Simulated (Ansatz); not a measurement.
LaB$_{2}$Rh$_{3}$:
Space group P6/mmm (No. 191); a = 5.478 Å, b = 5.478 Å, c = 3.151 Å, α = 90.00°, β = 90.00°, γ = 120.00°

```tsv
atom	site	symmetry	x	y	z
Rh	3g	mmm	0.5000	0.5000	0.5000
La	1a	6/mmm	0.0000	0.0000	0.0000
B	2c	-6m2	0.3333	0.6667	0.0000
```

Relaxed at zero pressure with r²SCAN (plane waves, PAW; program Ansatz).

**Question.** The volume is lowered by 9 % and shape and atoms relax at that volume. What pressure results, and how do the axes share the change?

**Answer.** 23.8 GPa; a -1.8 %, b -1.8 %, c -5.7 %; the energy rises by 84 meV/atom.

**Question.** Give the new structure.

**Answer.** 
Space group P6/mmm (No. 191); a = b = 5.380 Å, c = 2.973 Å, α = β = 90.00°, γ = 120.00°

```csv
atom,site,symmetry,x,y,z
Rh,3g,mmm,0.5000,0.5000,0.5000
La,1a,6/mmm,0.0000,0.0000,0.0000
B,2c,-6m2,0.3333,0.6667,0.0000
```

The phase is kept; no other phase was compared at this pressure.

The workflow started from an entry of the Crystallography Open Database (COD). Its standing as an ambient phase is unchecked. Symmetry was held in the r²SCAN relaxation; whether a distortion lowers the energy is not shown. The run is not spin-polarised. Spin–orbit coupling is left out wherever it is not named.

Potentials: the later of the program's two PAW sets.
